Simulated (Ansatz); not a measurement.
C:
```cif
data_C12
_chemical_formula_sum 'C12'
_space_group_name_H-M_alt 'P43212'
_space_group_IT_number 96
_space_group_name_Hall 'P 4nw 2abw'
_cell_length_a 3.79573
_cell_length_b 3.79573
_cell_length_c 4.67233
_cell_angle_alpha 90.000
_cell_angle_beta 90.000
_cell_angle_gamma 90.000
loop_
_atom_site_label
_atom_site_type_symbol
_atom_site_symmetry_multiplicity
_atom_site_Wyckoff_symbol
_atom_site_fract_x
_atom_site_fract_y
_atom_site_fract_z
_atom_site_occupancy
C1 C 4 a 0.42394 0.42394 0.00000 1
C2 C 8 b 0.33292 0.12115 0.21637 1
```

Relaxed with r²SCAN. The program Ansatz at the r²SCAN level (PAW) gives a gap of 5.37 eV.

Problem. What gap does HSE06 give on the same cell (Ansatz, PAW)?

Solution. 6.27 eV, 0.90 eV more. The hybrid was solved on a coarser mesh and at special points; its gap is the smallest among all of these.

| k | v1 r²SCAN | c1 r²SCAN | v1 HSE06 | c1 HSE06 |
|---|---|---|---|---|
| Γ | -0.54 | 5.37 | -0.61 | 6.27 |
| Z | -1.66 | 5.38 | -1.74 | 6.27 |
| M | -0.45 | 5.68 | ___ | ___ |
| A | -1.88 | 6.04 | ___ | ___ |
| R | -0.95 | 5.59 | ___ | ___ |
| X | -0.49 | 6.56 | ___ | ___ |

Problem. Top valence (v1) and lowest conduction level (c1) in eV from each method's valence maximum (which need not be a listed point): supply the withheld HSE06 values.

Solution. 
- R, v1 HSE06: -0.98
- R, c1 HSE06: 6.57
- A, v1 HSE06: -1.97
- A, c1 HSE06: 6.98
- X, v1 HSE06: -0.51
- X, c1 HSE06: 7.58
- M, v1 HSE06: -0.46
- M, c1 HSE06: 6.65

Cost on shared cores: the r²SCAN run (SCF on a 7×7×6 mesh, then bands and DOS) roughly 5 core-minutes, the HSE06 run (SCF on 4×4×4, then a few points) very roughly 4 core-minutes; the tasks are unlike.

Space group P4_32_12. The start of the workflow was typed in or built on a structure type; neither database checked (COD, Materials Project) lists it. It is not the phase usual at ambient conditions (space group No. 194, 227). Symmetry was held in the r²SCAN relaxation; whether a distortion lowers the energy is not shown.

Potentials: the earlier of the program's two PAW sets.
